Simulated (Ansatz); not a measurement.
Cs2TlF3 in 5 trial structures

Cs2TlF3 was placed in 5 structures, borrowed from other compounds or built from prototypes, and relaxed with PBEsol and then r2SCAN+rVV10 in the PAW code Ansatz, symmetry kept. Energies are static, from a final single point; gaps are the least over its mesh and special points. No spin polarisation and no zero-point or thermal terms; whether a cell exists isn't addressed.

| start | ends in | volume (Å³/atom) | energy, r2SCAN+rVV10 (meV/atom) | gap, r2SCAN+rVV10 (eV) | shaken (PBEsol) |
| --- | --- | --- | --- | --- | --- |
| Ce2CuGe3 type (No. 187) | P-6m2 | 24.90 | 406 | 1.28 | falls 394 meV |
| Cu2GeS3 type (No. 44) | Immm | 24.43 | 0 | 4.43 | falls 12 meV |
| Ca2CuO3 type (No. 71) | Immm | 24.90 | 44 | 1.09 | falls 50 meV |
| Li2GaCu3 type (No. 166) | R-3m | 25.66 | 125 | 3.68 | falls 82 meV |
| Sn2GeTe3 type (No. 164) | P-3m1 | 24.39 | 0 | 4.10 | returns (6 atoms) |

Energies count from the lowest cell; the last column tells what a randomly displaced small cell does when relaxed without symmetry, which tests only the distortions that fit it.

The two lowest cells, from Cu2GeS3 type (No. 44) and Sn2GeTe3 type (No. 164), differ by 0 meV an atom, too little for a functional to decide. With PBEsol some shaken cells land within 15 meV an atom of the lowest symmetric one. Other structures, not tried here, could lie lower.

The cells shaken are PBEsol's, whose volumes can differ from those tabled by ten per cent. The falls are PBEsol's, in meV an atom on the shaken cell's own mesh; a cell that falls isn't a minimum, and its place in the table may change once it distorts.

The cells in order of energy (the first three):
- Cu2GeS3 type (No. 44): Immm, 24.43 Å³ an atom. Cs has 6 F at 2.90–3.02 Å; Tl has 6 F at 2.76–2.91 Å; F has 2 Tl at 2.76–2.77 Å and 4 Cs at 2.92–3.02 Å; F has 4 Cs at 2.90 Å and 2 Tl at 2.91 Å.
- Sn2GeTe3 type (No. 164): P-3m1, 24.39 Å³ an atom. Cs is surrounded by 6 F at 2.95–2.96 Å; Tl is surrounded by 6 F at 2.80 Å; F is surrounded by 3 Tl at 2.80 Å and 3 Cs at 2.95 Å; F is surrounded by 6 Cs at 2.96 Å.
- Ca2CuO3 type (No. 71): Immm, 24.90 Å³ an atom. Cs is surrounded by 7 F at 2.86–3.13 Å; Tl is surrounded by 4 F at 2.49–2.59 Å; F is surrounded by 2 Tl at 2.49 Å and 4 Cs at 3.10 Å; F is surrounded by 1 Tl at 2.59 Å and 5 Cs at 2.86–3.13 Å.

The lowest symmetric cell:
```
CELL_PARAMETERS angstrom
-2.91159 6.16505 2.04185
2.91159 -6.16505 2.04185
2.91159 6.16505 -2.04185
ATOMIC_POSITIONS crystal
Cs 0.54403 0.37649 0.16754
Cs 0.20895 0.37649 0.83246
Tl 0.87562 0.37562 0.50000
F 0.22532 0.87700 0.34831
F 0.52869 0.87700 0.65169
F 0.87638 0.87638 0.00000
```

Spin-orbit coupling is left out; in compounds of Pb, Bi, Tl or Hg it can lower a gap by up to about 1 eV, split its edges or invert the bands.
